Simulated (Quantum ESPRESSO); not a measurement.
# Kohn-Sham bands of Ni₃Sn (Fm-3m)

```yaml
crystal:
  lattice:
    - [0.00000, 2.93233, 2.93233]
    - [2.93233, 0.00000, 2.93233]
    - [2.93233, 2.93233, 0.00000]
  atoms:
    - { symbol: Ni, position: [0.50000, 0.50000, 0.50000] }
    - { symbol: Ni, position: [0.25000, 0.25000, 0.25000] }
    - { symbol: Ni, position: [0.75000, 0.75000, 0.75000] }
    - { symbol: Sn, position: [0.00000, 0.00000, 0.00000] }
```

Cell from Materials Project (mp-11523), symmetrised, no further relaxation. COD (Crystallography Open Database) has the formula in 3 space groups, this one among them (matched by group alone). Level: PBEsol, no spin polarisation, no spin-orbit coupling; pw.x of Quantum ESPRESSO at 79 Ry with PseudoDojo potentials, 4×4×4 k-points, Wannier90. Density: 12×12×12 mesh, cold smearing 0.01 Ry. A non-magnetic state is assumed; magnetic ones were not tried. Spin-orbit coupling is left out although heavy elements are present.

Energies are relative to the Fermi level; weights are on the orthonormalised atomic waves of the pseudopotential files, averaged over the group. 68 electrons a cell are treated as valence.

| bands | from (eV) | to (eV) | filling | weight on atomic waves |
|---|---|---|---|---|
| 1–2 | -102.70 | -102.69 | filled | ___ |
| 3 | -102.43 | -102.43 | filled | ___ |
| 4–9 | -63.24 | -63.21 | filled | ___ |
| 10–12 | -62.95 | -62.94 | filled | ___ |
| 13–17 | -21.31 | -21.20 | filled | ___ |
| 18 | -11.43 | -8.24 | filled | ___ |

Problem. Which atomic shells make up each group?

Solution. 
- 1–2, weight on atomic waves: Ni 3s 98 %
- 3, weight on atomic waves: Ni 3s 99 %
- 4–9, weight on atomic waves: Ni 3p 100 %
- 10–12, weight on atomic waves: Ni 3p 100 %
- 13–17, weight on atomic waves: Sn 4d 100 %
- 18, weight on atomic waves: Sn 5s 56 %, Ni 4s 31 %, Ni 3d 6 %

No gap over 0.05 eV opens at the Fermi level at this level of theory.
